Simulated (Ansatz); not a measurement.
SrHfN2:
```cif
data_Hf4N8Sr4
_chemical_formula_sum 'Sr4 Hf4 N8'
_space_group_name_H-M_alt 'P 1'
_space_group_IT_number 1
_cell_length_a 6.38617
_cell_length_b 7.89353
_cell_length_c 5.75227
_cell_angle_alpha 90.000
_cell_angle_beta 90.000
_cell_angle_gamma 90.000
loop_
_space_group_symop_operation_xyz
  'x, y, z'
loop_
_atom_site_label
_atom_site_type_symbol
_atom_site_fract_x
_atom_site_fract_y
_atom_site_fract_z
_atom_site_occupancy
Sr1 Sr 0.58285 0.87927 0.97669 1
Sr2 Sr 0.41715 0.12073 0.47669 1
Sr3 Sr 0.91715 0.37927 0.47669 1
Sr4 Sr 0.08285 0.62073 0.97669 1
Hf1 Hf 0.06477 0.12631 0.99539 1
Hf2 Hf 0.93523 0.87369 0.49539 1
Hf3 Hf 0.43523 0.62631 0.49539 1
Hf4 Hf 0.56477 0.37369 0.99539 1
N1 N 0.61934 0.83734 0.42874 1
N2 N 0.38066 0.16266 0.92874 1
N3 N 0.88066 0.33734 0.92874 1
N4 N 0.11934 0.66266 0.42874 1
N5 N 0.54547 0.40842 0.34520 1
N6 N 0.45453 0.59158 0.84520 1
N7 N 0.95453 0.90842 0.84520 1
N8 N 0.04547 0.09158 0.34520 1
```

This is the r²SCAN-relaxed structure.

Problem. All from plane-wave PAW r²SCAN (Ansatz code), unless another level is named. Give the valence-band maximum.

Solution. at Γ.

Problem. What about the weight of the conduction-edge state by species (Voronoi cells)?

Solution. N 49 %, Sr 33 %, Hf 17 %.

Problem. Next, the weight of the valence-edge state by species (Voronoi cells)?

Solution. N 91 %, Sr 6 %, Hf 3 %.

Space group Pna2_1. The start of the workflow was typed in or built on a structure type; neither database checked (COD, Materials Project) lists it. Whether it is the stable phase at ambient conditions was not checked. The r²SCAN relaxation kept the symmetry of its start; its stability against distortions is not shown here. No spin polarisation was allowed. Scalar-relativistic: spin–orbit coupling is off unless named, which matters more the heavier the elements.

Potentials: the earlier of the program's two PAW sets.
